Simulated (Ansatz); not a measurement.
Input and command of a plane-wave DFT calculation in Ansatz:

```yaml
crystal:
  lattice:
    - [0.0, 2.3648116834, 2.3648116834]
    - [2.3648116834, 0.0, 2.3648116834]
    - [2.3648116834, 2.3648116834, 0.0]
  atoms:
    - { symbol: Ir, position: [0.0, 0.0, 0.0], spin: 2.5 }
    - { symbol: O, position: [0.25, 0.25, 0.25] }
basis:
  ecutwfc: 500
kpoints:
  mp_grid: { grid: [16, 16, 16] }
hamiltonian:
  xc: r2scan
scf:
  occupations: { method: gaussian, width: 0.1 }
output:
  forces: true
  stress: true
  eigenvalues: true
  populations: true
magnetization:
  spin_polarized: true
```

```bash
ansatz run input.yaml --threads 1 --pin off --max-ram 2560MiB --backend cpu --events-out ev --progress --plain --runs-dir out
```

Processor: Intel(R) Xeon(R) Platinum 8488C (Sapphire Rapids), 1 thread, on a host shared with other jobs.

Q: Estimate time, memory and problem size.

A: About 74 s on 1 thread of Intel(R) Xeon(R) Platinum 8488C (Sapphire Rapids), with other jobs on the host, peak memory 0.54 GiB. It solves 17 bands at 145 k points (the mesh reduced by symmetry) with about 645 plane waves, in 36 SCF iterations.
